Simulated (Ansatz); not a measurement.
Geometry optimisation in Ansatz: input, command and trajectory.

```yaml
crystal:
  lattice:
    - [0.0, 2.9902099065, 2.9902099065]
    - [2.9902099065, 0.0, 2.9902099065]
    - [2.9902099065, 2.9902099065, 0.0]
  atoms:
    - { symbol: Ni, position: [0.625, 0.625, 0.625] }
    - { symbol: Ni, position: [0.125, 0.625, 0.625] }
    - { symbol: Ni, position: [0.625, 0.625, 0.125] }
    - { symbol: Ni, position: [0.625, 0.125, 0.625] }
    - { symbol: "N", position: [0.0, 0.0, 0.0] }
    - { symbol: "N", position: [0.25, 0.25, 0.25] }
basis:
  ecutwfc: 420
kpoints:
  mp_grid: { grid: [6, 6, 6] }
hamiltonian:
  xc: pbe
scf:
  occupations: { method: gaussian, width: 0.1 }
  lower_state_search: "off"
output:
  forces: true
  stress: true
  eigenvalues: true
relax:
  adjacent_minimum: "off"
  f_tol: 0.04
  max_steps: 70
  cell: { stress_tol: 0.4 }
```

```bash
ansatz run input.yaml --threads 1 --pin off --max-ram 2560MiB --backend cpu --events-out ev --progress --plain --runs-dir out
```

Method: DFT PBE, scalar-relativistic, plane waves, PAW in Ansatz.

Of 7 frames 7 are shown, positions in Å and forces in eV/Å; the SCF threshold varies from step to step. Steps run on the plane waves of an earlier cell, with a Pulay correction in the pressure. The basis is chosen afresh for the last frame, the zero of the energies, and at times for earlier ones too; energy and pressure step there, also at an unchanged geometry. Here that happened at step 5 (-13 meV/atom, 1.8 GPa); the frames before carry an error of that size.

```xyz
6
Lattice="0.0000 2.9902 2.9902 2.9902 0.0000 2.9902 2.9902 2.9902 0.0000" Properties=species:S:1:pos:R:3:forces:R:3 pbc="T T T" step=1 free_energy_over_end_meV_per_atom=289.80 pressure_GPa=53.71
Ni    3.7378    3.7378    3.7378    0.0000    0.0000    0.0000
Ni    3.7378    2.2427    2.2427    0.0000    0.0000    0.0000
Ni    2.2427    2.2427    3.7378    0.0000    0.0000    0.0000
Ni    2.2427    3.7378    2.2427    0.0000    0.0000    0.0000
N     0.0000    0.0000    0.0000    0.0000    0.0000    0.0000
N     1.4951    1.4951    1.4951    0.0000    0.0000    0.0000
6
Lattice="0.0000 3.1002 3.1002 3.1002 0.0000 3.1002 3.1002 3.1002 0.0000" Properties=species:S:1:pos:R:3:forces:R:3 pbc="T T T" step=2 free_energy_over_end_meV_per_atom=67.00 pressure_GPa=19.95
Ni    3.8753    3.8753    3.8753    0.0000    0.0000    0.0000
Ni    3.8753    2.3252    2.3252    0.0000    0.0000    0.0000
Ni    2.3252    2.3252    3.8753    0.0000    0.0000    0.0000
Ni    2.3252    3.8753    2.3252    0.0000    0.0000    0.0000
N     0.0000    0.0000    0.0000    0.0000    0.0000    0.0000
N     1.5501    1.5501    1.5501    0.0000    0.0000    0.0000
6
Lattice="0.0000 3.1733 3.1733 3.1733 0.0000 3.1733 3.1733 3.1733 0.0000" Properties=species:S:1:pos:R:3:forces:R:3 pbc="T T T" step=3 free_energy_over_end_meV_per_atom=16.21 pressure_GPa=4.25
Ni    3.9667    3.9667    3.9667    0.0000    0.0000    0.0000
Ni    3.9667    2.3800    2.3800    0.0000    0.0000    0.0000
Ni    2.3800    2.3800    3.9667    0.0000    0.0000    0.0000
Ni    2.3800    3.9667    2.3800    0.0000    0.0000    0.0000
N     0.0000    0.0000    0.0000    0.0000    0.0000    0.0000
N     1.5867    1.5867    1.5867    0.0000    0.0000    0.0000
6
Lattice="0.0000 3.1980 3.1980 3.1980 0.0000 3.1980 3.1980 3.1980 0.0000" Properties=species:S:1:pos:R:3:forces:R:3 pbc="T T T" step=4 free_energy_over_end_meV_per_atom=13.66 pressure_GPa=-0.17
Ni    3.9974    3.9974    3.9974    0.0000    0.0000    0.0000
Ni    3.9974    2.3985    2.3985    0.0000    0.0000    0.0000
Ni    2.3985    2.3985    3.9974    0.0000    0.0000    0.0000
Ni    2.3985    3.9974    2.3985    0.0000    0.0000    0.0000
N     0.0000    0.0000    0.0000    0.0000    0.0000    0.0000
N     1.5990    1.5990    1.5990    0.0000    0.0000    0.0000
6
Lattice="0.0000 3.1980 3.1980 3.1980 0.0000 3.1980 3.1980 3.1980 0.0000" Properties=species:S:1:pos:R:3:forces:R:3 pbc="T T T" step=5 free_energy_over_end_meV_per_atom=0.58 pressure_GPa=1.65
Ni    3.9974    3.9974    3.9974    0.0000    0.0000    0.0000
Ni    3.9974    2.3985    2.3985    0.0000    0.0000    0.0000
Ni    2.3985    2.3985    3.9974    0.0000    0.0000    0.0000
Ni    2.3985    3.9974    2.3985    0.0000    0.0000    0.0000
N     0.0000    0.0000    0.0000    0.0000    0.0000    0.0000
N     1.5990    1.5990    1.5990    0.0000    0.0000    0.0000
6
Lattice="0.0000 3.2076 3.2076 3.2076 0.0000 3.2076 3.2076 3.2076 0.0000" Properties=species:S:1:pos:R:3:forces:R:3 pbc="T T T" step=6 free_energy_over_end_meV_per_atom=0.23 pressure_GPa=0.22
Ni    4.0095    4.0095    4.0095    0.0000    0.0000    0.0000
Ni    4.0095    2.4057    2.4057    0.0000    0.0000    0.0000
Ni    2.4057    2.4057    4.0095    0.0000    0.0000    0.0000
Ni    2.4057    4.0095    2.4057    0.0000    0.0000    0.0000
N     0.0000    0.0000    0.0000    0.0000    0.0000    0.0000
N     1.6038    1.6038    1.6038    0.0000    0.0000    0.0000
6
Lattice="0.0000 3.2076 3.2076 3.2076 0.0000 3.2076 3.2076 3.2076 0.0000" Properties=species:S:1:pos:R:3:forces:R:3 pbc="T T T" step=7 free_energy_over_end_meV_per_atom=0.00 pressure_GPa=0.21
Ni    4.0095    4.0095    4.0095    0.0000    0.0000    0.0000
Ni    4.0095    2.4057    2.4057    0.0000    0.0000    0.0000
Ni    2.4057    2.4057    4.0095    0.0000    0.0000    0.0000
Ni    2.4057    4.0095    2.4057    0.0000    0.0000    0.0000
N     0.0000    0.0000    0.0000    0.0000    0.0000    0.0000
N     1.6038    1.6038    1.6038    0.0000    0.0000    0.0000
```

The start puts this composition into another compound's structure type, which needn't suit it. At the end the space group is Fd-3m (tolerance 0.05 Å).

The run took 22 s on 1 thread of Intel(R) Xeon(R) Platinum 8488C (Sapphire Rapids), on a shared host, peak memory 0.41 GiB.

The k mesh is coarse. Spin polarisation was left out, and a magnetic state may lie lower.